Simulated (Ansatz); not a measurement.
Sc:
Space group P6₃/mmc (No. 194); a = b = 3.2772 Å, c = 5.0821 Å, α = β = 90.00°, γ = 120.00°

| atom | site | symmetry | x | y | z |
|---|---|---|---|---|---|
| Sc | 2c | -6m2 | 0.3333 | 0.6667 | 0.2500 |

Relaxed at zero pressure with PBEsol (plane waves, PAW; program Ansatz).

Task: The volume is lowered by 6 % and shape and atoms relax at that volume. What pressure results, and how do the axes share the change?

Result: 3.9 GPa; a -1.9 %, b -1.9 %, c -2.2 %; the energy rises by 17 meV/atom.

Task: Give the new structure.

Result: 
Space group P6₃/mmc (No. 194); a = 3.213 Å, b = 3.213 Å, c = 4.969 Å, α = 90.00°, β = 90.00°, γ = 120.00°

```tsv
atom	site	symmetry	x	y	z
Sc	2c	-6m2	0.3333	0.6667	0.2500
```

The phase is kept; no other phase was compared at this pressure.

Space group P6_3/mmc (hcp (Mg type)). The PBEsol relaxation kept the symmetry of its start; of distortions, only those at the zone centre were tested. The workflow began spin-polarised and lost its moments. Axis ratios of metals converge slowly with the k-mesh, so a and c are less sure than the volume.

Potentials: the earlier of the program's two PAW sets.
